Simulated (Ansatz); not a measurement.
An Ansatz run on TiO2 built on the rutile prototype left the output below. The cell was relaxed with r2SCAN and then strained (isotropic -2.0 % on every length), with the atoms relaxed again with r2SCAN; k points keep the names of the unstrained zone.

The cell given to it:
```
CELL_PARAMETERS angstrom
4.50492 0.00000 0.00000
0.00000 4.50492 0.00000
0.00000 0.00000 2.89442
ATOMIC_POSITIONS crystal
Ti 0.00000 0.00000 0.00000
Ti 0.50000 0.50000 0.50000
O 0.30265 0.30265 0.00000
O 0.19735 0.80265 0.50000
O 0.80265 0.19735 0.50000
O 0.69735 0.69735 0.00000
```

Abridged output:
```
scf.n_extra_bands = 5 over 24 filled bands (N_el = 48.0): the run solves 29 bands
Crystal: 6 atoms, lattice volume = 58.740 Å³
Basis set: ecut = 420 eV, 1153 PW (Γ)
Symmetry: 16 space group operations
Space group: P42/mnm (ITA 136)
k-points: 50 of 288
preconditioner: auto → Resta (q_TF=auto, 2.638 Å⁻¹)  ε∞=9.1  [insulator: Δε(μ)=1.941 eV  σ=0.020 eV  ℏωp=27.4 eV]
NSCF: frozen V_eff on 6 k-points
SCF converged after 6 iterations
Free energy (F): -7276.986257 eV
Fermi energy:    11.062887 eV
--- Per-component energies (eV) ---
  E_band       = -348.607184
  E_kinetic    = 1257.007289
  E_local      = -2981.724523
  E_nonlocal   = 197.106037
  E_hartree    = 1142.031928
  E_xc         = -495.138199
  E_vxc        = -627.345469
  E_paw        = -2723.554769
  E_vpaw       = -477.716613
  E_ewald      = -3672.724286
--- Forces (eV/Å), atoms counted from 1 ---
  atom   1  Ti      0.00000      0.00000      0.00000
  atom   2  Ti      0.00000      0.00000      0.00000
  atom   3  O     -0.03715    -0.03715      0.00000
  atom   4  O       0.03715    -0.03715      0.00000
  atom   5  O     -0.03715      0.03715      0.00000
  atom   6  O       0.03715      0.03715      0.00000
--- Stress (GPa, compression-positive) ---
       20.584323       0.000000       0.000000
        0.000000      20.584323       0.000000
        0.000000       0.000000      23.928183
  P = ⅓ Tr σ = 21.6989 GPa (216.989 kbar)
--- Band table (eV; the first three rows and the last of 50) ---
  k-point 0: bands = […, 7.4056, 8.0365, 9.3778, 9.5980, 9.5980, 10.0889, 12.0480, 12.3353, 12.6339, 12.7754, …]
  k-point 1: bands = […, 7.7439, 7.7439, 8.7153, 9.2723, 9.2723, 9.9880, 12.4611, 12.5064, 12.5393, 12.9813, …]
  k-point 2: bands = […, 7.5277, 8.2412, 8.2412, 8.5072, 8.5072, 9.5293, 12.4874, 12.8078, 13.1365, 13.4399, …]
  k-point 49: bands = […, 7.2216, 7.2216, 8.6393, 8.6393, 9.4127, 9.4127, 12.8935, 12.8935, 13.4910, 13.4910, …]
```

Levels at the listed points, from bands.tsv (eV from the Fermi energy, bands near the gap, counted from 0):
```tsv
# k_distance	band_19	band_20	band_21	band_22	band_23	band_24	band_25	band_26	band_27
# fermi_ev = 11.062887
# [0, 0, 0] at k_distance = 0.000000
# [0, 0.5, 0] at k_distance = 0.697370
# [0.5, 0.5, 0] at k_distance = 1.394740
# [0, 0, 0.5] at k_distance = 2.861277
# [0, 0.5, 0.5] at k_distance = 3.558647
# [0.5, 0.5, 0.5] at k_distance = 4.256017
# levels_relative_to = fermi_ev
0.000	-3.026	-1.685	-1.465	-1.465	-0.974	0.985	1.272	1.571	1.712
0.697	-4.218	-2.709	-2.709	-1.780	-1.780	1.720	1.720	2.328	2.328
1.395	-3.380	-2.315	-2.315	-2.109	-2.109	1.020	1.020	1.740	1.740
2.861	-3.873	-3.620	-3.620	-2.452	-2.452	2.261	2.261	2.508	2.508
3.559	-3.420	-3.143	-3.143	-2.117	-2.117	1.051	1.051	2.528	2.528
4.256	-3.841	-2.424	-2.424	-1.650	-1.650	1.831	1.831	2.428	2.428
```
In order the rows are Γ, X, M, Z, R, A.

Question: Which of these blocks stood in the input: relax, gw, phonons, dielectric, magnetization (spin_orbit)?

Answer: None of them. A single point prints forces and stress when the output block asks for them.

Question: Which k mesh was typed?

Answer: 6×6×8, Γ-centred. The answer isn't unique; the calculation gave this one.

Question: How were the bands filled?

Answer: With smearing of width σ = 0.02 eV (Fermi-Dirac in this run).

Question: Which functional?

Answer: PBE. There is no exchange loop, so no exact exchange. Close relatives of this functional can't be ruled out from these lines alone.

Command: `ansatz run input.yaml --threads 2 --pin off --max-ram 20275MiB --backend cpu --events-out ev --progress --plain --runs-dir out`. It took 2 s on 2 threads of AMD EPYC 7R13 Processor (Zen 3), with other jobs on the host, load about 1.4 per core; peak host memory 0.58 GiB.

Calculated for a static, non-magnetic cell.
